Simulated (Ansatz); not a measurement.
**MgMnCo5O12 — field gradients at the nuclei**

The cell is a computed structure from the Materials Project (it need not be an observed phase).

```xyz
19
Lattice="4.9064 0.0000 0.0000 2.4520 4.2554 0.0000 1.4135 -0.0299 9.9019" Properties=species:S:1:pos:R:3 pbc="T T T"
Mg    5.5279    1.4073    7.4338
Mn    2.5234    4.2434    0.0441
Co    3.0824    2.8266    4.9799
Co    4.9758    2.8466    0.0348
Co    2.5122    1.4185    0.0116
Co    5.5362    1.4081    4.8548
Co    3.0832   -0.0109    4.9798
O     4.7922    2.7707    8.8852
O     6.5800    2.8200    0.9751
O     3.9558    1.4077    5.9568
O     6.3244    2.7781    5.9560
O     2.3270    1.4081    4.0165
O     7.1406    4.1914    4.0149
O     4.6878    2.8802    4.0163
O     2.2295    1.4068    8.8808
O     4.7755    0.0100    8.8822
O     4.1503    1.4459    0.9747
O     4.1844    4.2443    0.9739
O     1.4185    0.0380    5.9571
```

Atoms are numbered from 1 in the order listed; like atoms form one site, named after its first atom.

The numbers come from a DFT calculation in Ansatz (PBE, plane waves and PAW, scalar-relativistic, collinear spin, 420 eV cutoff, Γ-centred 8×8×4 k-points, Fermi–Dirac smearing 0.05 eV). Start moments as typed (μB): 4 on each Co, none on the rest. The program fits them to the shells of the files, so those used differ somewhat.

C_Q = eQV_zz/h, which is 24.18 MHz for Q = 1 b and V_zz = 10²¹ V/m²; η = (V_xx − V_yy)/V_zz. Directions are in the Cartesian axes of the cell vectors above, for the atom listed; none is given where the gradient is under 0.02 or η is above 0.95.

```tsv
site	first atom	first shell	V_zz (10²¹ V/m²)	η	direction of V_zz (x, y, z)
Mg	1	6 O at 2.12–2.17 Å	-1.01	0.18	-0.02 0.08 1.00
Mn	2	6 O at 1.90–1.98 Å	2.88	0.30	-0.30 0.52 0.80
Co3	3	6 O at 1.87–1.93 Å	2.05	0.00	0.00 -0.01 1.00
Co4	4	6 O at 1.86–1.98 Å	3.90	0.40	-0.15 -0.28 0.95
Co5	5	6 O at 1.89–1.99 Å	3.10	0.55	0.41 -0.01 0.91
Co6	6	6 O at 1.89–1.93 Å	0.93	0.06	0.01 0.00 1.00
Co7	7	6 O at 1.87–1.93 Å	2.05	0.02	-0.01 0.01 1.00
O8	8	2 Co at 1.91–1.93 Å, 1 Mn at 1.98 Å, 1 Mg at 2.12 Å	1.96	0.19	0.85 0.53 -0.01
O9	9	2 Co at 1.86–1.90 Å, 1 Mn at 1.90 Å	-2.66	0.81	-0.19 -0.39 0.90
O10	10	3 Co at 1.93 Å, 1 Mg at 2.16 Å	1.74	1.00	–
O11	11	3 Co at 1.93 Å, 1 Mg at 2.17 Å	1.77	0.99	–
O12	12	3 Co at 1.87–1.89 Å	-2.23	0.42	-0.13 0.00 0.99
O13	13	3 Co at 1.87–1.90 Å	-2.26	0.41	0.07 0.12 0.99
O14	14	3 Co at 1.87–1.89 Å	-2.23	0.41	0.06 -0.11 0.99
O15	15	2 Co at 1.91–1.99 Å, 1 Mn at 1.95 Å, 1 Mg at 2.16 Å	-2.27	0.40	-0.39 -0.45 0.80
O16	16	2 Co at 1.92–1.98 Å, 1 Mn at 1.94 Å, 1 Mg at 2.15 Å	-2.30	0.45	0.58 0.13 0.80
O17	17	2 Co at 1.88–1.90 Å, 1 Mn at 1.92 Å	-3.47	0.66	-0.20 0.30 0.93
O18	18	2 Co at 1.86–1.89 Å, 1 Mn at 1.90 Å	-2.62	0.88	0.44 0.03 0.90
O19	19	3 Co at 1.93 Å, 1 Mg at 2.17 Å	1.76	0.95	–
```

At O12, O13 and O14 V_zz stands upright on the plane through its three neighbours (within 5°) in each case.

The largest force is 0.8 eV/Å, so the atoms aren't at the calculated equilibrium and relaxing them would move these values. The run finds no gap above 0.1 eV (a metal, or nearly one), so the gradients can move by 10 % or more with the k-mesh. Semilocal functionals can leave a metal where correlation in the d or f shell opens a gap in the real compound, and that would change the values at and beside Co and Mn. With these PAW files V_zz is typically within 2 to 3 % of all-electron values, but misses above 10 % occur on Co. The run lost most of its start moments on Co; a state with other moments may lie lower. The magnetic order is the one that the run reached from its start moments, not necessarily the measured one. Where η is near 1 the sign of V_zz means little.

The run took 27 min of wall time (53 min of CPU time) and 4.2 GiB at its peak, on 2 threads of Arm Neoverse V2 (aarch64; 8 cores open to the job, memory cap 5.0 GiB, no GPU), a shared host with a load of 0.2 a core.
